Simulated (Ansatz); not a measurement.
ZnCu:
```cif
data_CuZn
_chemical_formula_sum 'Cu1 Zn1'
_space_group_name_H-M_alt 'Pm-3m'
_space_group_IT_number 221
_space_group_name_Hall '-P 4 2 3'
_cell_length_a 2.90800
_cell_length_b 2.90800
_cell_length_c 2.90800
_cell_angle_alpha 90.000
_cell_angle_beta 90.000
_cell_angle_gamma 90.000
loop_
_atom_site_label
_atom_site_type_symbol
_atom_site_symmetry_multiplicity
_atom_site_Wyckoff_symbol
_atom_site_fract_x
_atom_site_fract_y
_atom_site_fract_z
_atom_site_occupancy
Cu1 Cu 1 a 0.00000 0.00000 0.00000 1
Zn1 Zn 1 b 0.50000 0.50000 0.50000 1
```

Relaxed with PBEsol.

Task: Decompose the optical modes at the zone centre into irreducible representations, and say which are infrared and Raman allowed.

Result: Point group m-3m: Γ_opt = T1u. Infrared: T1u. Raman: none.

Task: Assign frequencies (DFPT, plane-wave PAW PBEsol (Ansatz code)).

Result: T1u 211 cm⁻¹.

The cell was relaxed with PBEsol under the symmetry of its start; of distortions, only those at the zone centre were tested. The run is not spin-polarised. As this level gives no gap, phonon frequencies hold no LO–TO term and depend on the k-mesh and smearing (Fermi–Dirac, 0.1 eV here).

Potentials: the later of the program's two PAW sets.
